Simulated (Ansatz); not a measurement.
## Orbital-resolved density of states of CuH2

```yaml
crystal:
  lattice:
    - [2.55765, 0.00000, 0.00000]
    - [-1.27882, 2.21499, 0.00000]
    - [0.00000, 0.00000, 4.87251]
  atoms:
    - { symbol: Cu, position: [0.00000, 0.00000, 0.00000] }
    - { symbol: H, position: [0.33333, 0.66667, 0.19960] }
    - { symbol: H, position: [0.66667, 0.33333, 0.80040] }
```

Atoms are numbered in the order listed.

The cell was built from the CdI2 type and relaxed in the same program, and has space group P-3m1; it needn't be a known or the stable phase.

All numbers below come from Ansatz 0.2.0, DFT, PBE, all-electron LAPW, scalar-relativistic.

The runs use a Γ-centred 14×14×8 k mesh, Fermi–Dirac smearing of 0.05 eV, basis error target 1 meV/atom, no spin polarisation.

States per eV for one atom of each kind, in 0.4 eV bins named by their centres, from the Fermi level, projected on a minimal set of Löwdin-orthogonalised atomic shells; orbitals are real harmonics on the Cartesian axes, equal curves share a column, and empty bins are left out, as is all above 6.4 eV, near the top of the computed bands.

Cu1 3d:

```
# E all dz2 dxz=dyz dx2-y2=dxy
-10.7 0.01 0.01 0.00 0.00
-10.3 0.01 0.01 0.00 0.00
-9.9 0.01 0.01 0.00 0.00
-9.5 0.01 0.01 0.00 0.00
-9.1 0.01 0.01 0.00 0.00
-8.7 0.02 0.01 0.00 0.01
-8.3 0.03 0.01 0.00 0.01
-7.9 0.06 0.01 0.00 0.02
-7.5 0.15 0.01 0.02 0.05
-7.1 0.66 0.01 0.11 0.22
-6.7 0.47 0.00 0.09 0.15
-6.3 1.46 0.00 0.43 0.30
-5.9 0.81 0.01 0.23 0.18
-5.5 0.24 0.00 0.07 0.05
-5.1 0.19 0.01 0.05 0.04
-4.7 3.17 0.08 0.66 0.88
-4.3 2.37 0.76 0.15 0.66
-3.9 3.53 1.53 0.51 0.49
-3.5 6.86 2.43 1.81 0.40
-3.1 1.41 0.04 0.15 0.54
-2.7 1.07 0.02 0.10 0.42
-2.3 0.51 0.01 0.08 0.17
-1.9 0.33 0.00 0.07 0.09
-1.5 0.23 0.00 0.06 0.05
-1.1 0.18 0.00 0.05 0.03
-0.7 0.14 0.00 0.05 0.02
-0.3 0.11 0.00 0.04 0.01
0.1 0.14 0.00 0.05 0.02
0.5 0.43 0.01 0.10 0.11
0.9 0.18 0.00 0.04 0.05
4.1 0.01 0.00 0.00 0.00
4.5 0.01 0.00 0.00 0.00
4.9 0.02 0.00 0.01 0.00
5.3 0.01 0.00 0.00 0.00
5.7 0.01 0.00 0.00 0.00
6.1 0.01 0.00 0.00 0.00
```

Cu1 4s:

```
# E all
-10.7 0.08
-10.3 0.12
-9.9 0.12
-9.5 0.12
-9.1 0.12
-8.7 0.12
-8.3 0.11
-7.9 0.12
-7.5 0.11
-7.1 0.13
-6.7 0.04
-6.3 0.05
-5.9 0.05
-5.5 0.02
-4.7 0.01
-4.3 0.01
-3.9 0.02
-3.5 0.05
-3.1 0.01
-2.7 0.02
-2.3 0.02
-1.9 0.01
-1.5 0.01
-0.3 0.01
0.1 0.02
0.5 0.15
0.9 0.08
3.7 0.02
4.1 0.08
4.5 0.40
4.9 0.43
5.3 0.20
5.7 0.18
6.1 0.17
```

H2 1s:

```
# E all
-10.7 0.03
-10.3 0.05
-9.9 0.05
-9.5 0.06
-9.1 0.07
-8.7 0.07
-8.3 0.08
-7.9 0.09
-7.5 0.12
-7.1 0.21
-6.7 0.13
-6.3 0.54
-5.9 0.48
-5.5 0.22
-5.1 0.06
-4.7 0.08
-4.3 0.03
-3.9 0.02
-3.5 0.02
-3.1 0.03
-2.7 0.08
-2.3 0.11
-1.9 0.12
-1.5 0.12
-1.1 0.12
-0.7 0.12
-0.3 0.12
0.1 0.15
0.5 0.43
0.9 0.18
3.7 0.01
4.1 0.02
4.5 0.04
4.9 0.06
5.3 0.05
5.7 0.06
6.1 0.06
```
